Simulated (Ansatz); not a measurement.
WS₂ (2H-MoS2 type, space group P6_3/mmc)

```xyz
6
Lattice="3.1700 0.0000 0.0000 -1.5850 2.7453 0.0000 0.0000 0.0000 12.4918" Properties=species:S:1:pos:R:3 pbc="T T T"
W      0.0000     1.8302     3.1229
W      1.5850     0.9151     9.3688
S      0.0000     1.8302     7.8061
S      1.5850     0.9151     1.5602
S      1.5850     0.9151     4.6857
S      0.0000     1.8302    10.9316
```

Grid over V/V₀ and (c/a)/(c/a)₀, subscript 0 meaning the relaxed cell; the conventional c axis lies along z; no internal relaxation.

Calculation: r2SCAN+rVV10 (plane waves to 500 eV, PAW, scalar-relativistic; Ansatz, a program for electronic structure). k mesh 12×12×3 (Γ-centred), Fermi-Dirac smearing 0.05 eV. Stress and pressure are positive under compression. As the atoms are clamped, bonds stretch with the cell, which overstates energies and stresses. Spin-orbit coupling is left out, though W is heavy. WS2 is run without spin polarisation. WS2 was relaxed with its symmetry unable to fall.

Changes of σzz − σxx (GPa) from the point V/V₀ = 1.000, (c/a)/(c/a)₀ = 1.000 when one coordinate moves alone (two changes are said to add if the coupling is within 5 % of the smaller one, nearly so within 20 %):

```json
[
 {"point": "V/V₀ = 1.000, (c/a)/(c/a)₀ = 0.960", "change": "8.00"},
 {"point": "V/V₀ = 1.000, (c/a)/(c/a)₀ = 0.973", "change": "5.32"},
 {"point": "V/V₀ = 1.000, (c/a)/(c/a)₀ = 0.987", "change": "2.65"},
 {"point": "V/V₀ = 0.920, (c/a)/(c/a)₀ = 1.000", "change": "1.29"},
 {"point": "V/V₀ = 0.947, (c/a)/(c/a)₀ = 1.000", "change": "0.81"},
 {"point": "V/V₀ = 0.973, (c/a)/(c/a)₀ = 1.000", "change": "0.38"},
 {"point": "V/V₀ = 1.027, (c/a)/(c/a)₀ = 1.000", "change": "-0.34"},
 {"point": "V/V₀ = 1.053, (c/a)/(c/a)₀ = 1.000", "change": "-0.65"},
 {"point": "V/V₀ = 1.080, (c/a)/(c/a)₀ = 1.000", "change": "-0.92"},
 {"point": "V/V₀ = 1.000, (c/a)/(c/a)₀ = 1.013", "change": "-2.64"},
 {"point": "V/V₀ = 1.000, (c/a)/(c/a)₀ = 1.027", "change": "-5.27"},
 {"point": "V/V₀ = 1.000, (c/a)/(c/a)₀ = 1.040", "change": "-7.89"}
]
```

Do the two effects add at V/V₀ = 0.920, (c/a)/(c/a)₀ = 1.027? Give the computed change.

The sum of the single changes is 1.29 + (-5.27) = -3.98; the calculation gives -4.61, so the coupling contributes -0.63 (over 20 % of the smaller single change, not additive).

(A scan under strain: stresses follow from slopes of the energy per volume, elastic moduli from its curvatures.)
